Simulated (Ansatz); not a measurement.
Space group Pnnm (No. 58). a = 4.977 Å, b = 6.097 Å, c = 3.719 Å, α = 90.00°, β = 90.00°, γ = 90.00°
```csv
atom,site,symmetry,x,y,z
Cu,2a,..2/m,0.0000,0.0000,0.0000
Se,4g,..m,0.1892,0.3829,0.0000
```

Equation of state of this CuSe2 structure (not necessarily the ground state), with shape and atoms relaxed at each volume where symmetry leaves them free. It has no gap at any of these volumes. Level of theory: Ansatz 0.2.0, DFT PBEsol, scalar-relativistic, plane waves, PAW.

Plane waves to 420 eV, a k mesh through Γ of 8×6×10 on the computed 6-atom cell and Gaussian smearing (0.10 eV); no spin polarisation.

| V (Å³/atom) | E − E(largest V) (meV/atom) | P (GPa) |
| --- | --- | --- |
| 17.677 | 3.97 | 5.74 |
| 18.241 | -10.51 | 2.62 |
| 18.805 | -14.94 | 0.01 |
| 19.369 | -10.98 | -2.17 |
| 19.933 | 0.00 | -3.98 |

Q: Fit a third-order Birch–Murnaghan equation to E(V).

A: V0 = 18.80 Å³/atom, B0 = 79 GPa, B0' = 5.0.